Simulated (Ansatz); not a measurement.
Consider the following.

MoRh:
```
MoRh
1.0
    4.35718     0.00000     0.00000
    0.00000     2.70660     0.00000
    0.00000     0.00000     4.74316
Mo Rh
2 2
Direct
  0.75000   0.00000   0.17135
  0.25000   0.00000   0.82865
  0.75000   0.50000   0.67390
  0.25000   0.50000   0.32610
```

This is the LDA-relaxed structure.

Q: All from LDA in the plane-wave PAW code Ansatz, unless another level is named. Predict the formation energy from the elements (no fitted shifts).

A: -0.23 eV/atom.

Q: And the density of states at the Fermi level?

A: 0.74 states/eV per atom (mean over ±0.08 eV).

Space group Pmma. The first step of the workflow began from a Materials Project structure, measured or hypothetical; the Crystallography Open Database copy checked does not list it. With Mo and Rh taken as one species the cell has the higher symmetry P6_3/mmc, so it may be an ordered model of a mixed-site phase. Its standing as an ambient phase is unchecked. Symmetry was held in the LDA relaxation; of distortions, only those at the zone centre were tested. The run is not spin-polarised. The references are the lowest solids computed at this level, not always the standard phases. Spin–orbit coupling is left out wherever it is not named.

Potentials: the later of the program's two PAW sets.
